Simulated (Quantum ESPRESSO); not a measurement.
RuIr5AgV, a guest atom moved from site to site

Computed values, not a measurement. The program is pw.x of Quantum ESPRESSO 7.5 (plane-wave density functional theory). The cell is made up: eight metal atoms on a hexagonal close-packed lattice, with elements, volume, strain and displacements drawn at random and not relaxed, so it may be unstable or far from any real phase. PseudoDojo standard norm-conserving files set the functional (PBE unless stated); there is no spin polarisation or spin-orbit coupling, the Fermi-Dirac width of 0.25 eV means electrons at about 2900 K, and the masses in the input are unused placeholders. Heavy elements are run without spin-orbit coupling, which real alloys of them have. A spin test at this wide smearing found no moment, but such smearing suppresses magnetism that the real alloy may have.

The runs move one Ru atom among sites that otherwise hold Ir. Cell, positions, cutoff, mesh and smearing stay as in the input of run 1; sites are counted in its order. Stress in the tables is positive in tension.

Input of run 1:

```
&control calculation='scf', pseudo_dir='./dojo.nc.sr.pbe.v0_5.standard.upf', outdir='./o', disk_io='minimal', tprnfor=.true., tstress=.true. /
&system ibrav=0, nat=8, ntyp=4, nbnd=84, ecutwfc=84.00895049, nosym=.true., tot_charge=0,
 occupations='smearing', smearing='fd', degauss=0.0183746611
/
&electrons conv_thr=1.470e-08, electron_maxstep=70, mixing_beta=0.5 /
ATOMIC_SPECIES
Ag 1.0 Ag.upf
Ir 1.0 Ir.upf
Ru 1.0 Ru.upf
V 1.0 V.upf
CELL_PARAMETERS angstrom
2.8526 0.0195 -0.0139
1.4314 -2.428 -4.4973
1.4986 7.3375 -4.5053
ATOMIC_POSITIONS angstrom
Ru 0.075 -0.0156 -0.0475
Ir 1.44 2.4951 -4.6835
Ag 1.4705 -0.7189 -2.344
Ir 2.9128 1.6253 -6.7264
Ir 2.9241 4.8017 -4.4289
Ir 2.717 0.0626 -4.6048
Ir 2.9917 1.6563 -2.3958
V 4.3964 4.1337 -6.6431
K_POINTS automatic
9 5 3 1 1 1
```

```
run  elements on sites 1 to 8  free energy less that of run 1 (eV)  -TS (eV)  pressure (GPa)  stress xx (GPa)  stress yy (GPa)  stress zz (GPa)  stress yz (GPa)  stress xz (GPa)  stress xy (GPa)  iterations
  1    Ru Ir Ag Ir Ir Ir Ir V                                0.000    -1.977          -11.31            15.03            11.28             7.62             0.88            -0.68             1.12          20
  2    Ir Ru Ag Ir Ir Ir Ir V                               -0.301    -1.880          -12.66            16.14            12.54             9.31             0.75            -0.77             1.30          21
  3    Ir Ir Ag Ir Ir Ru Ir V                               -0.260    -1.906          -12.26            15.54            12.18             9.07             0.62            -0.96             1.16          20
  4    Ir Ir Ag Ir Ir Ir Ru V                               -0.237    -1.939          -12.16            15.58            12.41             8.50             0.83            -0.94             1.11          20
```

Forces Fx Fy Fz (eV/Å):

```
site              run 1              run 2              run 3              run 4
   1   -0.22 -0.14 0.92   -0.25 -0.23 1.25   -0.24 -0.10 1.24   -0.25 -0.18 1.12
   2    0.49 -0.41 1.25    0.46 -0.32 1.09    0.52 -0.55 1.28    0.49 -0.44 1.44
   3   -0.05 -1.07 0.50   -0.06 -1.02 0.45   -0.07 -0.99 0.34   -0.06 -0.92 0.45
   4   -0.06 0.33 -0.83   -0.06 0.27 -0.57   -0.10 0.12 -0.57   -0.07 0.00 -0.81
   5   -0.23 1.72 -0.51   -0.22 1.44 -0.59   -0.22 1.66 -0.55   -0.21 1.61 -0.53
   6   1.21 -0.85 -0.64   1.24 -0.58 -0.74   1.27 -0.73 -0.80   1.24 -0.78 -0.71
   7    -1.05 1.04 0.34    -1.04 1.23 0.08    -1.09 1.17 0.29    -1.07 1.26 0.24
   8  -0.09 -0.61 -1.04  -0.07 -0.79 -0.98  -0.08 -0.57 -1.24  -0.07 -0.55 -1.19
```

The sites are displaced and not relaxed, so the energy differences hold strain from misfit and are not ordering energies. A rerun of one cell of this series at a higher cutoff and on a denser mesh moved values by no more than 0.006 eV in energy, 0.10 GPa in stress and 0.007 eV/Å in force, and a second program with other atomic files agreed on that cell to 2 % rms in force and 0.5 GPa in pressure.